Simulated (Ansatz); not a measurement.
SrO (rock salt, Fm-3m) at seven volumes, r²SCAN in the plane-wave PAW code Ansatz, scaled uniformly. One row is withheld.

```
V (Å³/atom)  P (GPa)
-----------  -------
15.630         10.89
16.146          6.65
16.661             ?
17.176          0.00
17.692         -2.59
18.207         -4.79
18.722         -6.66
```

Fit the shown pressures and predict the withheld one.

P = (3/2)B₀(x^(7/2) − x^(5/2))[1 + (3/4)(B′ − 4)(x − 1)] with x = (V₀/V)^(2/3). Least squares on the six rows gives V₀ = 17.177 Å³/atom, B₀ = 93.6 GPa, B′ = 4.44. At V = 16.661, x = 1.0205 and P = 3.06 GPa. The run itself gave 3.05 GPa.

The r²SCAN relaxation kept the symmetry of its start; phonons on a q-mesh show no instability.

Potentials: the earlier of the program's two PAW sets.
